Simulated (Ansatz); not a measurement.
# TlCl with Ag replacing Tl: gradients before and after relaxing the atoms

Start: a supercell of TlCl (CsCl type, Pm-3m) built from an entry of the Crystallography Open Database (COD) (the entry's cell lengths or inner coordinates differ somewhat from later room-temperature determinations), with all atoms left at the host's positions.

```cif
data_Tl15AgCl16
_symmetry_space_group_name_H-M 'Fm-3m'
_symmetry_Int_Tables_number 225
_cell_length_a 15.3360
_cell_length_b 15.3360
_cell_length_c 15.3360
_cell_angle_alpha 90.000
_cell_angle_beta 90.000
_cell_angle_gamma 90.000
loop_
_atom_site_label
_atom_site_type_symbol
_atom_site_symmetry_multiplicity
_atom_site_Wyckoff_symbol
_atom_site_fract_x
_atom_site_fract_y
_atom_site_fract_z
Ag Ag 4 a 0.0000 0.0000 0.0000
Tl2 Tl 24 d 0.0000 0.2500 0.2500
Tl5 Tl 8 c 0.2500 0.2500 0.2500
Tl8 Tl 24 e 0.2500 0.5000 0.5000
Tl12 Tl 4 b 0.5000 0.5000 0.5000
Cl17 Cl 32 f 0.1250 0.1250 0.1250
Cl21 Cl 32 f 0.3750 0.3750 0.3750
```

One atom of each set is listed; the run and its k-mesh use a cell of 32 atoms with edges of 10.84, 10.84, 10.84 Å.

All values are calculated (Ansatz; DFT, PBE, plane waves and PAW, scalar-relativistic, 420 eV cutoff, Γ-centred 2×2×2 k-points, Fermi–Dirac smearing 0.01 eV), not measured.

The largest force at the start is 0.27 eV/Å. Relaxing the ions at fixed cell moves them by 0.170 Å at most (atom 17, Cl) and 0.098 Å rms.

```
site  moved (Å)              first shell before                    first shell after  V_zz before (10²¹ V/m²)  η before
  Ag      0.000                  8 Cl at 3.32 Å                       8 Cl at 3.15 Å                     0.00         –
 Tl2      0.000                  8 Cl at 3.32 Å                  8 Cl at 3.30–3.38 Å                     0.11      0.02
 Tl8      0.085                  8 Cl at 3.32 Å                  8 Cl at 3.22–3.39 Å                    -0.51      0.00
Cl17      0.170  1 Ag at 3.32 Å, 7 Tl at 3.32 Å  1 Ag at 3.15 Å, 7 Tl at 3.22–3.49 Å                     1.87      0.00
Cl21      0.064                  8 Tl at 3.32 Å                  8 Tl at 3.26–3.39 Å                     0.13      0.00
```

(1) How do the gradients change?

Results:

(1) 

| site | V_zz after | η after | change of V_zz |
| --- | --- | --- | --- |
| Ag | 0.00 | – | 0.00 |
| Tl2 | -2.30 | 0.88 | – |
| Tl8 | -1.60 | 0.00 | -1.09 |
| Cl17 | 1.35 | 0.00 | -0.52 |
| Cl21 | 0.66 | 0.00 | +0.53 |

The largest change of V_zz along a kept axis is on Tl8, from -0.51 to -1.60. The whole tensor moves most on Tl2, by 2.24 along its most changed direction. Small gradients that grow severalfold: Tl2 (0.11 to -2.30). On Tl2 the largest principal value lies along another axis in the second run, so the two V_zz can't be compared directly. Other sites without a gradient aren't listed.

The defect repeats with the cell of 32 atoms, so it feels its images: sites between two images don't show the values beside a lone defect, and zeros or small values of η there can come from the images' arrangement. Spin–orbit coupling is left out, which shifts gradients on Tl by a few per cent, and by more where contributions nearly cancel.
Before: The neighbours have not yet relaxed around the defect (largest force 0.27 eV/Å), so a real crystal will differ.
After: The relaxation keeps the site symmetry m-3m of the start, so the impurity can't leave its site; a start off the site could end lower.
